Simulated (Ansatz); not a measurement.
This cell of Sb (A7 type, space group R-3m) is off equilibrium:

```yaml
crystal:
  lattice:
    - [2.13432, 1.23225, 3.57233]
    - [-2.13432, 1.23225, 3.57233]
    - [0.00000, -2.46450, 3.57233]
  atoms:
    - { symbol: Sb, position: [0.23892, 0.23892, 0.23892] }
    - { symbol: Sb, position: [0.95612, 0.50633, 0.73122] }
```

All values below come from PBEsol-D3(BJ) (plane waves to 420 eV, PAW, scalar-relativistic; Ansatz, a quantum-chemistry and plane-wave program). k mesh 11×11×11 (Γ-centred), Fermi-Dirac smearing 0.05 eV. E stands for the smeared free energy. Stress and pressure are positive under compression. With partly filled bands, energies and forces of such displacements shift with the k mesh and the smearing. Sb was relaxed with its symmetry unable to fall. Spin-orbit coupling is left out, though Sb is heavy. The PAW data are Ansatz's earlier set.

Q: Predict the force on every atom, in eV/Å.

A: 
```csv
atom,Fx,Fy,Fz
Sb1,5.295,0.969,-1.323
Sb2,-5.295,-0.969,1.323
```

Q: What is the stress tensor (GPa)?

A: 
```
   12.0      3.6     -4.0
    3.6     11.8    -20.9
   -4.0    -20.9     26.3
```
The pressure, a third of the trace, is 16.7 GPa.

Q: In it atom 2 sits (0.960, 0.000, -0.320) Å away from its relaxed site. What is its energy relative to the relaxed cell?

A: 1911 meV/cell.

(For displaced atoms, the force is minus the slope of the energy, and its curvature is a force constant, which sets phonon frequencies.)
